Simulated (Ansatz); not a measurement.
An Ansatz (an electronic-structure program) run. Input:

Ansatz 0.2 input:
```yaml
crystal:
  lattice:
    - [4.3162260293, 0.0, 0.0]
    - [-2.1581130146, 3.7379613898, 0.0]
    - [0.0, 0.0, 14.1226739726]
  atoms:
    - { symbol: In, position: [0.0, 0.0, 0.0000764473] }
    - { symbol: In, position: [0.0, 0.0, 0.5000764473] }
    - { symbol: In, position: [0.6666666667, 0.3333333333, 0.7502036228] }
    - { symbol: In, position: [0.3333333333, 0.6666666667, 0.2502036228] }
    - { symbol: As, position: [0.0, 0.0, 0.8129329215] }
    - { symbol: As, position: [0.0, 0.0, 0.3129329216] }
    - { symbol: As, position: [0.6666666667, 0.3333333333, 0.5624170083] }
    - { symbol: As, position: [0.3333333333, 0.6666666667, 0.0624170083] }
kpoints:
  mp_grid: { grid: [5, 5, 2] }
hamiltonian:
  xc: hse06
  pseudopotentials: { kind: paw }
magnetization: { noncollinear: true, spin_orbit: true }
scf:
  n_extra_bands: 16
  occupations: { method: gaussian, width: 0.02 }
output:
  eigenvalues: true
  eigenstates:
    e_range: [-9.0, 8.6]
    kpoints:
      - [0.0, 0.0, 0.0]  # VBM
      - [0.0, 0.0, 0.0]  # CBM
      - [0.0, 0.0, 0.0]  # GAMMA
      - [0.0, 0.0, 0.5]  # A
      - [0.3333333333, 0.3333333333, 0.0]  # K
      - [0.3333333333, 0.3333333333, 0.5]  # H
      - [0.5, 0.0, 0.0]  # M
      - [0.5, 0.0, 0.5]  # L
```

Output (shortened):

```
Pseudopotential: In, paw_fr, valence charge 13
Pseudopotential: As, paw_fr, valence charge 15
Functional definition: HSE06
non-collinear run that drives no moment, with spin-orbit …
Crystal: 8 atoms, lattice volume = 227.854 Å³
Basis set: ecut = 420 eV, 4457 PW (Γ)
Bands: 128, of which v1, the nominal top of the filled ones, is band 112 counted from 1 (111 counted from 0)
Symmetry: 12 space group operations + 12 with time reversal
k-points: 10 of 50
Projection manifold: j_resolved (fully-relativistic pseudo-atomic orbitals)
SCF iter   1: F=—  HF=-41825.964290 eV  |F-HF|=—  |Δ(HF+E_count)|=         —  Δρ=2.92e-2  dr2=1.51e0  dr2_m=0.00e0 (ungated)  ethr=1.00e-1  |M|=0.00e0 ∫|m|=0.00e0 μB  |m|>n=0.0e0 m-floor=0.0e0 τ_xc=0.0e0  β_m=0.30  ⟨swp⟩=4.2  Hψ=4563  notcnv=0
preconditioner: auto → none
SCF iter   2: F=—  HF=-41825.974461 eV  |F-HF|=—  |Δ(HF+E_count)|=   1.02e-2  Δρ=1.93e-2  dr2=6.56e-1  dr2_m=0.00e0 (ungated)  ethr=1.34e-3  |M|=0.00e0 ∫|m|=0.00e0 μB  |m|>n=0.0e0 m-floor=0.0e0 τ_xc=0.0e0  β_m=0.59  ⟨swp⟩=6.0  Hψ=3238  notcnv=0  defer=13
iter 3 solved again at ethr=1.46e-5 eV; its pass at ethr=5.86e-4 eV (dr2=1.63e-2 eV) is discarded
SCF iter   3: F=—  HF=-41825.913325 eV  |F-HF|=—  |Δ(HF+E_count)|=   6.11e-2  Δρ=3.06e-3  dr2=1.67e-2  dr2_m=0.00e0 (ungated)  ethr=1.46e-5  |M|=0.00e0 ∫|m|=0.00e0 μB  |m|>n=0.0e0 m-floor=0.0e0 τ_xc=0.0e0  β_m=0.55  ⟨swp⟩=7.0  Hψ=7394  notcnv=0  defer=11
SCF iter   4: F=—  HF=-41825.905838 eV  |F-HF|=—  |Δ(HF+E_count)|=   7.49e-3  Δρ=9.79e-4  dr2=1.10e-3  dr2_m=0.00e0 (ungated)  ethr=1.46e-5  |M|=0.00e0 ∫|m|=0.00e0 μB  |m|>n=0.0e0 m-floor=0.0e0 τ_xc=0.0e0  β_m=0.56  ⟨swp⟩=4.2  Hψ=4053  notcnv=0
SCF iter   5: F=—  HF=-41825.906421 eV  |F-HF|=—  |Δ(HF+E_count)|=   5.83e-4  Δρ=5.26e-4  dr2=4.41e-4  dr2_m=0.00e0 (ungated)  ethr=9.81e-7  |M|=0.00e0 ∫|m|=0.00e0 μB  |m|>n=0.0e0 m-floor=0.0e0 τ_xc=0.0e0  β_m=0.64  ⟨swp⟩=4.1  Hψ=2904  notcnv=0
SCF iter   6: F=—  HF=-41825.906590 eV  |F-HF|=—  |Δ(HF+E_count)|=   1.69e-4  Δρ=2.04e-4  dr2=4.00e-4  dr2_m=0.00e0 (ungated)  ethr=3.94e-7  |M|=0.00e0 ∫|m|=0.00e0 μB  |m|>n=0.0e0 m-floor=0.0e0 τ_xc=0.0e0  β_m=0.50  ⟨swp⟩=4.5  Hψ=3329  notcnv=0
SCF iter   7: F=—  HF=-41825.906514 eV  |F-HF|=—  |Δ(HF+E_count)|=   7.63e-5  Δρ=5.07e-5  dr2=4.79e-6  dr2_m=0.00e0 (ungated)  ethr=3.57e-7  |M|=0.00e0 ∫|m|=0.00e0 μB  |m|>n=0.0e0 m-floor=0.0e0 τ_xc=0.0e0  β_m=0.59  ⟨swp⟩=4.0  Hψ=2752  notcnv=0
SCF iter   8: F=—  HF=-41825.906518 eV  |F-HF|=—  |Δ(HF+E_count)|=   4.03e-6  Δρ=2.03e-5  dr2=1.75e-6  dr2_m=0.00e0 (ungated)  ethr=4.27e-9  |M|=0.00e0 ∫|m|=0.00e0 μB  |m|>n=0.0e0 m-floor=0.0e0 τ_xc=0.0e0  β_m=0.56  ⟨swp⟩=4.7  Hψ=4575  notcnv=0
SCF iter  12: F=-41825.906518 eV  HF=-41825.906518 eV  |F-HF|=0.00e0  |Δ(HF+E_count)|=  9.97e-10  Δρ=3.26e-7  dr2=1.39e-10  dr2_m=0.00e0 (ungated)  ethr=2.30e-12 (applied; sched 1.00e-12)  |M|=0.00e0 ∫|m|=0.00e0 μB  |m|>n=0.0e0 m-floor=0.0e0 τ_xc=0.0e0  …
SCF 1 converged in 12 iterations: F = -41825.906518 eV  dr2 = 1.39e-10
Crystal: 8 atoms, lattice volume = 227.854 Å³
Projection manifold: j_resolved (fully-relativistic pseudo-atomic orbitals)
Exchange kernel: α = 0.2500, screened, ω = 0.2079 Å⁻¹, Wigner–Seitz truncation, v(0) = 1046.2932 eV·Å³, q-mesh 5×5×2, nearest image of the exchange supercell L …
Frozen-core exchange: fock
iter 1 solved again at ethr=3.20e-5 eV; its pass at ethr=1.00e-1 eV (dr2=3.59e-2 eV) is discarded
SCF iter   1: F=—  HF=-41827.874113 eV  |F-HF|=—  |Δ(HF+E_count)|=         —  Δρ=6.09e-3  dr2=4.61e-2  dr2_m=0.00e0 (ungated)  ethr=3.20e-5  |M|=0.00e0 ∫|m|=0.00e0 μB  |m|>n=0.0e0 m-floor=0.0e0 τ_xc=0.0e0  β_m=0.30  ⟨swp⟩=5.1  Hψ=7646  notcnv=0
preconditioner: auto → none
SCF iter   2: F=—  HF=-41827.886657 eV  |F-HF|=—  |Δ(HF+E_count)|=   1.25e-2  Δρ=4.60e-3  dr2=2.25e-2  dr2_m=0.00e0 (ungated)  ethr=3.20e-5  |M|=0.00e0 ∫|m|=0.00e0 μB  |m|>n=0.0e0 m-floor=0.0e0 τ_xc=0.0e0  β_m=0.49  ⟨swp⟩=4.9  Hψ=3267  notcnv=0
SCF iter   3: F=—  HF=-41827.879642 eV  |F-HF|=—  |Δ(HF+E_count)|=   7.01e-3  Δρ=9.20e-4  dr2=1.70e-3  dr2_m=0.00e0 (ungated)  ethr=2.00e-5  |M|=0.00e0 ∫|m|=0.00e0 μB  |m|>n=0.0e0 m-floor=0.0e0 τ_xc=0.0e0  β_m=0.57  ⟨swp⟩=4.3  Hψ=3891  notcnv=0
SCF iter   4: F=—  HF=-41827.878469 eV  |F-HF|=—  |Δ(HF+E_count)|=   1.17e-3  Δρ=5.22e-4  dr2=3.01e-4  dr2_m=0.00e0 (ungated)  ethr=1.39e-6  |M|=0.00e0 ∫|m|=0.00e0 μB  |m|>n=0.0e0 m-floor=0.0e0 τ_xc=0.0e0  β_m=0.58  ⟨swp⟩=4.2  Hψ=3743  notcnv=0
SCF iter   5: F=-41827.878354 eV  HF=-41827.878389 eV  |F-HF|=3.44e-5  |Δ(HF+E_count)|=   8.06e-5  Δρ=1.55e-4  dr2=3.84e-5  dr2_m=0.00e0 (ungated)  ethr=2.63e-7  |M|=0.00e0 ∫|m|=0.00e0 μB  |m|>n=0.0e0 m-floor=0.0e0 τ_xc=0.0e0  ⟨swp⟩=3.3  Hψ=2811  notcnv=0  defer=2
SCF 2 stopped early in 5 iterations: F = -41827.878354 eV  dr2 = 3.84e-5
hybrid outer 1: dexx = +4.169e-2 eV, tail = 3.46e-4 eV
Crystal: 8 atoms, lattice volume = 227.854 Å³
Projection manifold: j_resolved (fully-relativistic pseudo-atomic orbitals)
Exchange kernel: α = 0.2500, screened, ω = 0.2079 Å⁻¹, Wigner–Seitz truncation, v(0) = 1046.2932 eV·Å³, q-mesh 5×5×2, nearest image of the exchange supercell L …
Frozen-core exchange: fock
SCF iter   1: F=—  HF=-41827.879032 eV  |F-HF|=—  |Δ(HF+E_count)|=         —  Δρ=6.01e-5  dr2=4.84e-6  dr2_m=0.00e0 (ungated)  ethr=1.54e-6  |M|=0.00e0 ∫|m|=0.00e0 μB  |m|>n=0.0e0 m-floor=0.0e0 τ_xc=0.0e0  β_m=0.30  ⟨swp⟩=5.8  Hψ=2731  notcnv=0
preconditioner: auto → none
SCF iter   2: F=—  HF=-41827.879038 eV  |F-HF|=—  |Δ(HF+E_count)|=   6.14e-6  Δρ=5.51e-5  dr2=3.75e-6  dr2_m=0.00e0 (ungated)  ethr=3.96e-9  |M|=0.00e0 ∫|m|=0.00e0 μB  |m|>n=0.0e0 m-floor=0.0e0 τ_xc=0.0e0  β_m=0.52  ⟨swp⟩=5.0  Hψ=4939  notcnv=0
SCF iter   3: F=—  HF=-41827.879037 eV  |F-HF|=—  |Δ(HF+E_count)|=   1.13e-6  Δρ=2.45e-5  dr2=6.85e-7  dr2_m=0.00e0 (ungated)  ethr=3.22e-9  |M|=0.00e0 ∫|m|=0.00e0 μB  |m|>n=0.0e0 m-floor=0.0e0 τ_xc=0.0e0  β_m=0.62  ⟨swp⟩=3.4  Hψ=2862  notcnv=0  defer=10
SCF iter   4: F=-41827.879037 eV  HF=-41827.879037 eV  |F-HF|=4.12e-8  |Δ(HF+E_count)|=   7.49e-8  Δρ=8.00e-6  dr2=9.01e-8  dr2_m=0.00e0 (ungated)  ethr=6.08e-10  |M|=0.00e0 ∫|m|=0.00e0 μB  |m|>n=0.0e0 m-floor=0.0e0 τ_xc=0.0e0  ⟨swp⟩=4.7  Hψ=3237  notcnv=0  defer=5
SCF 3 converged in 4 iterations: F = -41827.879037 eV  dr2 = 9.01e-8
hybrid outer 2: dexx = +4.156e-6 eV, tail = 2.73e-7 eV, Δε = 9.91e-3 eV (about 5.41e-4 eV left of the loop's levels)
NSCF: frozen V_eff on 8 k-points
hybrid SCF converged: 2 outer / 9 inner (+12 warm-up), last move |dexx| = 4.16e-6 eV, tail = 2.73e-7 eV
Stability not checked (fock_operator)
Magnetization: |M| = 0.0000 μB,  M = (+0.0000, +0.0000, +0.0000) μB
Absolute magnetization: 0.0000 μB (∫|m|)
  site 0: m = (+0.0000, +0.0000, +0.0000) μB, |m| = 0.0000 μB  (R = 1.09 Å)
  site 1: m = (+0.0000, +0.0000, +0.0000) μB, |m| = 0.0000 μB  (R = 1.09 Å)
  site 2: m = (+0.0000, +0.0000, +0.0000) μB, |m| = 0.0000 μB  (R = 1.09 Å)
  site 3: m = (+0.0000, +0.0000, +0.0000) μB, |m| = 0.0000 μB  (R = 1.09 Å)
  site 4: m = (+0.0000, +0.0000, +0.0000) μB, |m| = 0.0000 μB  (R = 1.09 Å)
  site 5: m = (+0.0000, +0.0000, +0.0000) μB, |m| = 0.0000 μB  (R = 1.09 Å)
  site 6: m = (+0.0000, +0.0000, +0.0000) μB, |m| = 0.0000 μB  (R = 1.09 Å)
  site 7: m = (+0.0000, +0.0000, +0.0000) μB, |m| = 0.0000 μB  (R = 1.09 Å)
Free energy (F): -41827.879037 eV
Frozen-core exchange: fock
Harris-Foulkes:  -41827.879037 eV  (|F-HF|=4.12e-8)
Internal energy: -41827.879037 eV  (E = F + TS)
E sigma→0 (E₀):  -41827.879037 eV
Fermi energy:    7.349198 eV
--- Per-component energies (eV) ---
  E_band       = -1549.468500
  E_kinetic    = 1382.926318
  E_local      = -13281.937219  (includes V_loc(G=0)·N_el)
  E_nonlocal   = -1212.946544
  E_hartree    = 6422.326168
  E_xc         = -937.954747
  E_vxc        = -569.807238  (∫ρ·V_xc dr)
  E_exx        = -374.017598  (= α·E_x^exact, valence–valence)
  E_paw        = -23840.110221  (= ΣΔE_a)
  E_vpaw       = 35.690643  (= ΣTr[D̂ρ^β])
  E_aug_tail   = 0.000140  (compensation charges beyond the density's cutoff)
  E_ewald      = -9985.187608
  E_core_change = -0.977725  (= ΣΔE_core)
  E_smearing   =  0.000000  (= −TS)
  E_closure    =  0.000000  (closes the sum)
  Σ components = -41827.879037   (vs F -41827.879037, Δ=0.00e0)
  [band-id]    e_kinetic+e_local+e_nonlocal+2·e_hartree+e_vxc+2·e_exx+e_vpaw+e_augmentation_tail = -1549.456761   (vs E_band -1549.468500, Δ=1.17e-2)
--- Band table (eV; the first three rows and the last of 10) ---
  k-point 0: bands = ["-31.7445", "-31.7445", "-31.7445", "-31.7445", "-31.7408", "-31.7408", "-31.7408", "-31.7408", "-31.7355", "-31.7355", "-31.7355", "-31.7355", "-31.7312", "-31.7312", "-31.7312", "-31.7312", "-31.0006", "-31.0006", "-31.0006", …
  k-point 1: bands = ["-31.7445", "-31.7445", "-31.7445", "-31.7445", "-31.7408", "-31.7408", "-31.7408", "-31.7408", "-31.7355", "-31.7355", "-31.7355", "-31.7355", "-31.7312", "-31.7312", "-31.7312", "-31.7312", "-31.0006", "-31.0006", "-31.0006", …
  k-point 2: bands = ["-31.7445", "-31.7445", "-31.7445", "-31.7445", "-31.7408", "-31.7408", "-31.7408", "-31.7408", "-31.7355", "-31.7355", "-31.7354", "-31.7354", "-31.7312", "-31.7312", "-31.7312", "-31.7312", "-31.0006", "-31.0006", "-31.0006", …
  k-point 9: bands = ["-31.7445", "-31.7445", "-31.7444", "-31.7444", "-31.7408", "-31.7408", "-31.7407", "-31.7407", "-31.7354", "-31.7354", "-31.7354", "-31.7354", "-31.7311", "-31.7311", "-31.7311", "-31.7311", "-31.0005", "-31.0005", "-31.0005", …
```

The points marked VBM and CBM come from a semilocal run.

Space group P6_3mc. The cell is a constructed one: a structure type filled with these elements; the Crystallography Open Database copy checked does not list it. It is not the phase usual at ambient conditions (space group No. 216). The HSE06 relaxation kept the symmetry of its start; whether a distortion lowers the energy is not shown.

Potentials: the later of the program's two PAW sets.

Ansatz is a plane-wave DFT program.
